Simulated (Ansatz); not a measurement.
AgI in space group P6_3mc (No. 186; Ag on 2a, Ag on 2b, I on 2a, I on 2b), LDA in the plane-wave PAW code Ansatz. The conduction-band minimum lies at Γ, with 1 equivalent valley. Second derivatives d²E/dk² of the lowest band at one valley (eV·Å²), along Cartesian directions:

| direction | d²E/dk² |
|---|---|
| [100] | 38.56 |
| [010] | 38.56 |
| [001] | 50.21 |
| [110] | 38.56 |
| [101] | 44.41 |
| [011] | 44.41 |

### Question
Find the principal effective masses, the density-of-states mass and the conductivity mass.

### Answer
Off-diagonal terms follow from H_xy = H[110] − (H_xx + H_yy)/2, and m*/mₑ = 7.620 eV·Å² over each eigenvalue: 0.15, 0.20, 0.20. One valley's DOS mass (m₁m₂m₃)^(1/3) = 0.18, conductivity mass 3/(Σ 1/mᵢ) = 0.18 mₑ.

### Question
What effective density of states Nc follows at 300 K for parabolic valleys?

### Answer
Nc = 2.509e19 × 1 × (0.18)^(3/2) ≈ 1.9e18 cm⁻³.

The workflow started from a Materials Project entry (that database holds measured and hypothetical structures alike). Its sites differ from those of the usual phase in this space group: another stacking or structure type. Symmetry was held in the LDA relaxation; its stability against distortions is not shown here. The run is not spin-polarised. A crystal of weakly bound layers computed without a dispersion correction: the cell and the soft elastic constants depend strongly on that. Spin–orbit coupling is left out wherever it is not named.

Potentials: the later of the program's two PAW sets.

Edges and masses are those of Kohn–Sham bands, whose gap is no quasiparticle gap.
